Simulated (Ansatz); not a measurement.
A plane-wave DFT run in Ansatz 0.2.0 (scalar-relativistic PAW potentials unless the input names others): input and command.

```yaml
crystal:
  lattice:
    - [0.0, 5.070446355, 5.070446355]
    - [5.070446355, 0.0, 5.070446355]
    - [5.070446355, 5.070446355, 0.0]
  atoms:
    - { symbol: Cs, position: [0.75, 0.75, 0.75] }
    - { symbol: Cs, position: [0.25, 0.25, 0.25] }
    - { symbol: Ga, position: [0.0, 0.0, 0.0] }
    - { symbol: Ag, position: [0.5, 0.5, 0.5] }
    - { symbol: Cl, position: [0.7640939631, 0.2359060369, 0.2359060369] }
    - { symbol: Cl, position: [0.2359060369, 0.2359060369, 0.7640939631] }
    - { symbol: Cl, position: [0.2359060369, 0.7640939631, 0.7640939631] }
    - { symbol: Cl, position: [0.2359060369, 0.7640939631, 0.2359060369] }
    - { symbol: Cl, position: [0.7640939631, 0.2359060369, 0.7640939631] }
    - { symbol: Cl, position: [0.7640939631, 0.7640939631, 0.2359060369] }
basis:
  ecutwfc: 420
kpoints:
  mp_grid: { grid: [6, 6, 6] }
hamiltonian:
  xc: pbesol
scf:
  occupation: { method: gaussian, width: 0.02 }
  max_iter: 50
output:
  forces: true
  eigenvalues: true
  stress: true
```

```bash
ansatz run input.yaml --threads 2 --pin off --max-ram 5120MiB --backend cpu --events-out ev --progress --plain --runs-dir out
```

Q: What will the program do with this input?

A: The program refuses it, because of a misspelt key (the key scf.occupations typed as occupation). With the key spelt rightly it is accepted.

Abridged log:
```
Error: YAML parse error: error: line 24 column 3: unknown field `occupation`, expected one of max_iter, algorithm, n_extra_bands, self_checks, convergence, lower_state_search, omitted_lower_state_checks, lower_solution_reach, mixing, occupations, eigensolver, initial_density, exx
  --> <input>:24:3
   |
22 |   xc: pbesol
23 | scf:
24 |   occupation: { method: gaussian, width: 0.02 }
   |   ^ unknown field `occupation`, expected one of max_iter, algorithm, n_extra_bands, self_checks, convergence, lower_state_search, omitted_lower_state_checks, lower_solution_reach, mixing, occupations, eigensolver, initial_density, exx
25 |   max_iter: 50
26 | output:
   |
```